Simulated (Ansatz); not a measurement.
Band table of LuSb (rocksalt type)

```yaml
crystal:
  lattice:
    - [0.00000, 2.52877, 2.52877]
    - [2.52877, 0.00000, 2.52877]
    - [2.52877, 2.52877, 0.00000]
  atoms:
    - { symbol: Lu, position: [0.00000, 0.00000, 0.00000] }
    - { symbol: Sb, position: [0.50000, 0.50000, 0.50000] }
```

The cell comes from a relaxation on PAW files under the same functional, begun from a prototype that needn't be the stable phase.

All numbers are PBEsol results (scalar-relativistic) from Ansatz 0.2.0, with a Γ-centred 12×12×12 k mesh, Fermi–Dirac smearing of 0.1 eV, no spin polarisation. Methods: LAPW: all electrons, basis error target 1 meV/atom.

This run: volume at 0.6 of the series' base cell.

Spin–orbit coupling is left out, which matters for the heavy atoms.

Path points, in fractions of the reciprocal vectors: Γ (0.000, 0.000, 0.000), X (0.500, 0.000, 0.500), U (0.625, 0.250, 0.625), K (0.375, 0.375, 0.750), L (0.500, 0.500, 0.500), W (0.500, 0.250, 0.750). The distance column jumps between branches of the path. Levels in eV from the Fermi level; bands 22 to 37, counted from the lowest band of the run. The gap is zero, the pressure 95.5 GPa.

```
# k(1/Å) point b22 b23 b24 b25 b26 b27 b28 b29 b30 b31 b32 b33 b34 b35 b36 b37
0.000 Γ -13.41 -4.60 -4.60 -4.60 -4.48 -4.35 -4.35 -4.35 0.51 0.51 0.51 2.43 2.43 2.91 2.91 2.91
0.155 - -13.26 -4.61 -4.60 -4.60 -4.48 -4.36 -4.36 -4.36 0.31 0.31 0.31 0.73 2.48 3.28 3.28 4.45
0.311 - -12.86 -4.65 -4.59 -4.59 -4.47 -4.37 -4.36 -4.36 -1.07 -0.18 -0.04 -0.04 2.64 4.12 4.12 5.81
0.466 - -12.26 -4.71 -4.57 -4.57 -4.45 -4.38 -4.38 -4.38 -2.56 -0.76 -0.31 -0.31 2.89 5.09 5.09 6.79
0.621 - -11.60 -4.82 -4.56 -4.56 -4.43 -4.40 -4.40 -4.40 -3.57 -1.32 -0.40 -0.40 3.21 5.92 5.92 7.62
0.776 - -11.06 -4.89 -4.55 -4.55 -4.42 -4.41 -4.41 -4.41 -4.04 -1.79 -0.32 -0.32 3.57 6.32 6.32 7.89
0.932 - -10.79 -4.72 -4.55 -4.55 -4.44 -4.42 -4.42 -4.38 -4.17 -2.15 -0.13 -0.13 3.91 6.23 6.23 6.58
1.087 - -10.72 -4.55 -4.55 -4.52 -4.45 -4.42 -4.42 -4.36 -4.03 -2.37 0.07 0.07 4.17 5.45 5.94 5.94
1.242 X -10.72 -4.55 -4.55 -4.48 -4.45 -4.42 -4.42 -4.35 -3.87 -2.45 0.16 0.16 4.27 5.01 5.80 5.80
1.297 - -10.70 -4.55 -4.55 -4.48 -4.45 -4.42 -4.42 -4.35 -3.87 -2.48 0.11 0.15 4.33 5.06 5.78 5.81
1.352 - -10.66 -4.56 -4.55 -4.48 -4.45 -4.42 -4.42 -4.35 -3.87 -2.57 -0.04 0.13 4.53 5.21 5.71 5.83
1.407 - -10.60 -4.57 -4.55 -4.48 -4.45 -4.42 -4.42 -4.35 -3.88 -2.73 -0.25 0.13 4.82 5.43 5.59 5.86
1.462 - -10.50 -4.58 -4.54 -4.47 -4.45 -4.42 -4.42 -4.35 -3.88 -2.95 -0.51 0.17 5.19 5.43 5.69 5.89
1.517 - -10.39 -4.60 -4.54 -4.47 -4.45 -4.42 -4.42 -4.35 -3.89 -3.22 -0.78 0.26 5.24 5.61 5.94 5.95
1.572 - -10.26 -4.64 -4.53 -4.46 -4.45 -4.42 -4.41 -4.36 -3.89 -3.53 -1.07 0.42 5.02 5.99 6.06 6.20
1.627 - -10.11 -4.70 -4.52 -4.46 -4.45 -4.42 -4.41 -4.36 -3.88 -3.83 -1.34 0.63 4.79 6.04 6.39 6.54
1.682 U -9.96 -4.83 -4.51 -4.45 -4.44 -4.41 -4.41 -4.36 -4.08 -3.87 -1.60 0.90 4.54 6.10 6.52 7.04
2.442 K -9.96 -4.83 -4.51 -4.45 -4.44 -4.41 -4.41 -4.36 -4.08 -3.87 -1.60 0.90 4.54 6.10 6.52 7.04
2.607 - -9.57 -5.53 -4.48 -4.45 -4.44 -4.41 -4.40 -4.38 -4.33 -3.76 -2.25 1.98 3.74 6.19 6.47 8.58
2.772 - -9.61 -5.88 -4.47 -4.47 -4.44 -4.42 -4.40 -4.39 -4.28 -3.51 -2.60 2.96 3.36 5.90 6.09 8.64
2.936 - -10.27 -5.49 -4.50 -4.48 -4.44 -4.42 -4.41 -4.37 -4.09 -3.10 -2.58 2.25 4.43 5.35 5.71 7.85
3.101 - -11.19 -4.97 -4.54 -4.52 -4.44 -4.42 -4.40 -4.36 -3.51 -2.51 -2.18 1.64 3.69 5.14 5.49 8.60
3.266 - -12.07 -4.74 -4.56 -4.56 -4.45 -4.40 -4.38 -4.36 -2.37 -1.76 -1.43 1.16 2.74 4.52 5.04 8.84
3.431 - -12.78 -4.65 -4.59 -4.58 -4.47 -4.38 -4.37 -4.36 -1.01 -0.87 -0.35 0.80 2.05 3.90 4.43 6.62
3.595 - -13.25 -4.62 -4.60 -4.60 -4.48 -4.36 -4.36 -4.35 0.03 0.16 0.58 1.01 1.88 3.28 3.68 4.56
3.760 Γ -13.41 -4.60 -4.60 -4.60 -4.48 -4.35 -4.35 -4.35 0.51 0.51 0.51 2.43 2.43 2.91 2.91 2.91
3.895 - -13.30 -4.61 -4.60 -4.60 -4.48 -4.36 -4.36 -4.35 0.09 0.45 0.45 1.63 1.63 2.98 3.97 3.97
4.029 - -12.98 -4.63 -4.59 -4.59 -4.47 -4.37 -4.37 -4.35 -0.85 -0.06 -0.06 1.31 1.31 3.02 5.35 5.35
4.164 - -12.48 -4.68 -4.57 -4.57 -4.46 -4.38 -4.38 -4.35 -1.95 -0.88 -0.88 1.58 1.58 2.99 6.83 6.83
4.298 - -11.83 -4.80 -4.55 -4.55 -4.45 -4.40 -4.40 -4.35 -3.03 -1.65 -1.65 2.06 2.06 3.01 8.34 8.34
4.432 - -11.05 -5.15 -4.51 -4.51 -4.44 -4.41 -4.41 -4.35 -3.85 -2.29 -2.29 2.65 2.65 3.17 8.45 9.71
4.567 - -10.19 -5.91 -4.47 -4.47 -4.44 -4.42 -4.42 -4.35 -4.21 -2.77 -2.77 3.30 3.30 3.50 7.07 10.00
4.701 - -9.34 -6.80 -4.45 -4.45 -4.44 -4.40 -4.40 -4.35 -4.30 -3.09 -3.09 3.85 3.85 4.05 5.86 9.33
4.836 L -8.83 -7.33 -4.45 -4.45 -4.44 -4.39 -4.39 -4.35 -4.32 -3.20 -3.20 4.09 4.09 4.70 4.97 9.01
4.946 - -8.87 -7.25 -4.45 -4.45 -4.44 -4.39 -4.39 -4.36 -4.32 -3.21 -3.15 3.92 4.06 4.60 5.31 8.99
5.056 - -8.99 -7.02 -4.45 -4.45 -4.44 -4.40 -4.39 -4.38 -4.33 -3.25 -3.01 3.69 3.84 4.52 6.00 8.93
5.165 - -9.16 -6.65 -4.45 -4.44 -4.44 -4.42 -4.40 -4.39 -4.34 -3.32 -2.81 3.40 3.54 4.62 6.86 8.84
5.275 - -9.36 -6.17 -4.46 -4.44 -4.44 -4.43 -4.40 -4.40 -4.35 -3.41 -2.63 2.96 3.48 4.81 7.73 8.30
5.385 - -9.54 -5.64 -4.46 -4.46 -4.44 -4.43 -4.39 -4.39 -4.36 -3.52 -2.54 2.71 3.46 5.02 7.48 8.22
5.495 - -9.69 -5.13 -4.47 -4.47 -4.44 -4.43 -4.38 -4.36 -4.30 -3.61 -2.65 2.78 3.46 5.17 6.56 8.32
5.605 - -9.79 -4.82 -4.47 -4.47 -4.44 -4.44 -4.37 -4.36 -4.01 -3.67 -2.96 3.14 3.46 5.01 5.91 8.34
5.714 W -9.83 -4.75 -4.48 -4.48 -4.44 -4.44 -4.37 -4.35 -3.69 -3.69 -3.26 3.46 3.46 4.66 5.80 8.35
5.792 - -9.87 -4.73 -4.49 -4.46 -4.44 -4.44 -4.38 -4.35 -3.78 -3.58 -3.17 2.93 3.97 4.66 5.80 8.27
5.870 - -9.99 -4.69 -4.50 -4.46 -4.45 -4.43 -4.38 -4.35 -3.84 -3.43 -2.88 2.39 4.44 4.65 5.80 8.01
5.947 - -10.15 -4.64 -4.52 -4.46 -4.45 -4.43 -4.40 -4.35 -3.87 -3.25 -2.44 1.85 4.64 4.85 5.80 7.55
6.025 - -10.32 -4.61 -4.53 -4.47 -4.45 -4.43 -4.41 -4.35 -3.88 -3.06 -1.86 1.35 4.63 5.19 5.80 6.93
6.103 - -10.48 -4.58 -4.54 -4.47 -4.45 -4.43 -4.41 -4.35 -3.88 -2.85 -1.21 0.89 4.59 5.46 5.80 6.22
6.180 - -10.61 -4.56 -4.55 -4.48 -4.45 -4.43 -4.42 -4.35 -3.88 -2.66 -0.57 0.51 4.53 5.56 5.65 5.80
6.258 - -10.69 -4.56 -4.55 -4.48 -4.45 -4.42 -4.42 -4.35 -3.87 -2.51 -0.05 0.25 4.38 5.13 5.77 5.80
6.336 X -10.72 -4.55 -4.55 -4.48 -4.45 -4.42 -4.42 -4.35 -3.87 -2.45 0.16 0.16 4.27 5.01 5.80 5.80
```
